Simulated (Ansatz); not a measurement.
Ti$_{2}$AlC:
```
CELL_PARAMETERS angstrom
      3.03759     0.00000     0.00000
     -1.51880     2.63063     0.00000
      0.00000     0.00000    13.63224
ATOMIC_POSITIONS crystal
  Ti 0.33333 0.66667 0.08335
  Ti 0.66667 0.33333 0.91665
  Ti 0.66667 0.33333 0.58335
  Ti 0.33333 0.66667 0.41665
  Al 0.33333 0.66667 0.75000
  Al 0.66667 0.33333 0.25000
  C  0.00000 0.00000 0.00000
  C  0.00000 0.00000 0.50000
```

This is the PBEsol-relaxed structure. Cartesian axes are those of the cell as given.

Q: All from plane-wave PAW PBEsol (Ansatz code), unless another level is named. Give the bulk modulus (Birch–Murnaghan fit).

A: 145 GPa.

Q: What about the highest zone-centre frequency?

A: 19.90 THz.

Q: Predict the elastic constants (relaxed ions, GPa).

A: C11 = 317, C12 = 65.8, C13 = 65.7, C33 = 283, C44 = 116.

Space group P6_3/mmc. The first step of the workflow began from a Materials Project structure, measured or hypothetical; the Crystallography Open Database copy checked does not list it. Its standing as an ambient phase is unchecked. The PBEsol relaxation kept the symmetry of its start; its stability against distortions is not shown here. No spin polarisation was allowed. As this level gives no gap, shear constants depend on the k-mesh and smearing (Fermi–Dirac, 0.1 eV here). As this level gives no gap, phonon frequencies hold no LO–TO term and depend on the k-mesh and smearing (Fermi–Dirac, 0.1 eV here).

Potentials: the later of the program's two PAW sets.
